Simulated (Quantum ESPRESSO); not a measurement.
# Al2GaInAs4: a curve over one atom's position

Simulated, not a measurement. The program is pw.x of Quantum ESPRESSO 7.5 (plane-wave density functional theory). The cell is made up: 8 atoms on a zincblende/diamond lattice, with randomly drawn elements, strain and displacements, not relaxed. PseudoDojo standard norm-conserving files (v0.5 for PBE, v0.4.1 for LDA and PBEsol) set the functional; there is no spin polarisation, spin-orbit coupling or dispersion term, and the masses in the input are unused placeholders.

Seven runs move atom 7 (As, counted in the order of the input) along y and keep all else fixed.

Input of the run at +0.0007:

```
&control calculation='scf', pseudo_dir='./dojo.nc.sr.pbe.v0_5.standard.upf', outdir='./o', disk_io='medium', tprnfor=.true., tstress=.true. /
&system ibrav=0, nat=8, ntyp=4, nbnd=52, ecutwfc=84.00895049, nosym=.true., tot_charge=0,
 occupations='smearing', smearing='fd', degauss=0.0018374661
/
&electrons conv_thr=7.350e-09, electron_maxstep=60, /
ATOMIC_SPECIES
Al 1.0 Al.upf
As 1.0 As.upf
Ga 1.0 Ga.upf
In 1.0 In.upf
CELL_PARAMETERS angstrom
5.7942 -0.06 0.075
-0.06 5.6281 -0.0725
0.075 -0.0725 5.5973
ATOMIC_POSITIONS angstrom
Al -0.0244 0.0754 -0.0467
Ga -0.0415 2.8311 2.7862
Al 2.8985 0.0119 2.8656
In 2.8489 2.6888 -0.0675
As 1.2868 1.4389 1.4832
As 1.3357 4.2174 4.1945
As 4.2486 1.4057 4.1975
As 4.3338 4.2445 1.4346
K_POINTS automatic
4 4 4 1 1 1
```

| shift of atom 7 along y (Å) | free energy less that of the input shown (eV) | Fx on atom 7 (eV/Å) | Fy on atom 7 (eV/Å) | Fz on atom 7 (eV/Å) | pressure (GPa) | iterations |
| --- | --- | --- | --- | --- | --- | --- |
| -0.0776 | -0.1887 | 3.482 | -1.852 | -1.497 | 8.25 | 11 |
| -0.0326 | -0.0909 | 3.630 | -2.493 | -1.889 | 8.44 | 11 |
| +0.0007 | 0.0000 | 3.756 | -2.965 | -2.184 | 8.61 | 11 |
| +0.0150 | 0.0439 | 3.815 | -3.168 | -2.313 | 8.69 | 11 |
| +0.0282 | 0.0869 | 3.871 | -3.354 | -2.432 | 8.76 | 11 |
| +0.0479 | 0.1557 | 3.959 | -3.633 | -2.612 | 8.88 | 10 |
| +0.0790 | 0.2754 | 4.107 | -4.066 | -2.899 | 9.09 | 10 |

A cubic fit gives dFy/dy = -14.18 eV/Å² at zero shift. Across the table the free energy follows the integral of the force to within 0.1 meV. A rerun of one of the cells at 1437 eV and a 6 x 6 x 6 mesh moved values by no more than 0.011 eV in energy, 0.02 GPa in stress and 0.003 eV/Å in force.